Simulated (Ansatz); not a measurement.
# What settings do to one calculation: Sr started on a Na site in rocksalt NaCl, 16 atoms, charge +1

Ansatz (PAW, plane waves), atoms fixed. The base input:

```yaml
crystal:
  lattice:
    - [0.000000, 5.600000, 5.600000]
    - [5.600000, 0.000000, 5.600000]
    - [5.600000, 5.600000, 0.000000]
  atoms:
    - { symbol: Cl, position: [0.755225, 0.249778, 0.245575] }
    - { symbol: Cl, position: [0.247911, 0.747669, 0.753480] }
    - { symbol: Cl, position: [0.258070, 0.749080, 0.243847] }
    - { symbol: Cl, position: [0.752507, 0.247263, 0.751900] }
    - { symbol: Cl, position: [0.252757, 0.246288, 0.752961] }
    - { symbol: Cl, position: [0.753701, 0.749218, 0.245773] }
    - { symbol: Cl, position: [0.248641, 0.241624, 0.252915] }
    - { symbol: Cl, position: [0.750532, 0.747658, 0.748709] }
    - { symbol: Na, position: [0.002057, 0.994313, 0.003375] }
    - { symbol: Na, position: [0.000691, 0.994426, 0.495550] }
    - { symbol: Na, position: [0.500914, 0.498006, 0.000763] }
    - { symbol: Na, position: [0.999284, 0.501281, 0.997197] }
    - { symbol: Na, position: [0.501951, 0.001036, 0.501490] }
    - { symbol: Na, position: [0.504430, 0.002035, 0.998201] }
    - { symbol: Na, position: [0.998812, 0.503426, 0.496363] }
    - { symbol: Sr, position: [0.503615, 0.498061, 0.500174] }
kpoints:
  mp_grid: { grid: [2, 2, 2], shift: [0.5, 0.5, 0.5] }
hamiltonian:
  xc: pbesol
total_charge: 1
scf:
  occupations: { method: fermi_dirac, width: 0.01 }
output:
  forces: true
  eigenvalues: true
  populations: true
  charged_corrections: { epsilon: 5.9 }
```

Command:

```sh
ansatz run in.yaml --threads 8 --pin off --max-ram 13300MiB --runs-dir r --events-out ev --progress --plain
```

It converged in 7 iterations and 1.5 s of wall time on a shared host; largest force component 0.15 eV/Å. The cutoff was the default, 420 eV. The base isn't a converged reference: it has few k points, and its atoms are unrelaxed. Each run below changes the keys shown and caps the iterations.

```csv
run,changed,ending,iterations,free energy less the base (meV per atom),rms change of forces (eV/Å),change of pressure (GPa),"wall time (s, shared host)"
1,"ecutrho_ratio 6, max_iter 100",converged,7,0.0,0.000,–,1.3 CPU
2,"mixing algorithm broyden, width 1.0 eV, dispersion d3bjatm, max_iter 50",converged,8,other zero,0.060,–,2 CPU
3,"initial_magnetization 1, max_iter 100",converged,13,0.0,0.000,–,3.1 CPU
4,"mixing algorithm msr1, ecutwfc 180 eV, max_iter 90",converged,8,3104.6,0.054,–,0.6 CPU
5,"mixing algorithm broyden, dispersion d3bjatm, xc rpbe, max_iter 70",converged,8,other zero,0.021,–,1.3 CPU
6,"xc pbe0, dispersion rvv10, max_iter 50",refused,–,–,–,–,–
7,max_iter 9,converged,7,0.0,0.000,–,1.5 CPU
8,"dispersion d3bjatm, xc_grid 2 (2 is the default), max_iter 80",converged,7,other zero,0.002,–,1.1 CPU
```

«Other zero»: another functional, charge or dispersion term moves the zero of energy, so the difference says nothing of accuracy.

Problem. Which changes leave the result alone, and which of the same physical model moves the forces most?

Solution. The forces move by under 0.002 eV/Å in runs 1, 3, 7. Run 4 (mixing algorithm msr1, ecutwfc 180 eV, max_iter 90) moves them most among the runs with the same functional, charge and dispersion term, by 0.054 eV/Å.

Problem. Why did some runs give no result?

Solution. - run 6: inconsistent input (hamiltonian.dispersion, hamiltonian.xc): `dispersion: rvv10` has no transferable b for PBE exchange — Sabatini et al. (2013) fitted b=6.3 to rPW86, and the PBE refits of Peng & Perdew (2017) are task-dependent (b=6.6 S22 / b=10.0 layered). …
